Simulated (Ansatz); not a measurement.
Computed with DFT PBE, scalar-relativistic, plane waves, PAW (Ansatz 0.2.0). All cells share a 420 eV cutoff and Γ-centred k meshes spaced at most about 0.3 Å⁻¹ (about 0.25 or finer for metals, 2π included). No spin polarisation in the final relaxations.

These are static total energies at zero pressure.

Two forms of In3Se were relaxed alike.

A.

```xyz
4
Lattice="4.7904 0.0000 0.0000 0.0000 4.7904 0.0000 0.0000 0.0000 4.7904" Properties=species:S:1:pos:R:3 pbc="T T T"
In    0.0000    2.3952    2.3952
In    2.3952    0.0000    2.3952
In    2.3952    2.3952    0.0000
Se    0.0000    0.0000    0.0000
```

B.

```xyz
4
Lattice="4.8888 0.0000 0.0000 0.0000 4.8888 0.0000 0.0000 0.0000 4.6602" Properties=species:S:1:pos:R:3 pbc="T T T"
In    2.4444    0.0000    3.0202
In    0.0000    2.4444    3.0202
In    0.0000    0.0000    0.6046
Se    2.4444    2.4444    1.1181
```

Question: Which is lower in energy, and by how much?

Answer: They are level within the accuracy (4 meV/atom apart, with B the lower in these runs). A has In and Se ordered on fcc sites, space group Pm-3m (No. 221), 27.5 Å³/atom and no gap on its mesh; B has In and Se ordered on fcc sites, space group P4mm (No. 99), 27.8 Å³/atom and no gap. Counting In atoms around Se (those within 1.25 times the shortest such distance or 1.15 times the sum of covalent radii, 1.27 where that leaves under three; a plus sign parts nearer from farther groups; the shortest distance is added where it exceeds 1.18 times the sum of covalent radii), A has Se 12 from 3.4 Å and B has Se 4+8 from 3.1 Å. In A, In is surrounded by 4 Se at 3.39 Å and 8 In at 3.39 Å; Se is surrounded by 12 In at 3.39 Å. In B, In on a site of symmetry 2mm has 2 Se at 3.10 Å, 8 In at 3.32–3.46 Å and 2 Se at 3.69 Å; In on a site of symmetry 4mm has 8 In at 3.32–3.44 Å and 4 Se at 3.49 Å; around Se lie 4 In at 3.10 Å, 4 In at 3.49 Å and 4 In at 3.69 Å. Origin: A is a Materials Project cell, relaxed; B was invented. A third cell relaxed alike, in P-3m1, lies 44 meV/atom below the lower of the two.

The k mesh leaves some 4 meV/atom of noise in the energy of each metallic cell. In Pm-3m, P4mm an odd number of electrons in the primitive cell allows no gap without spin; a larger cell or a magnetic state could open one. Cells relaxed within their symmetry can be saddle points.
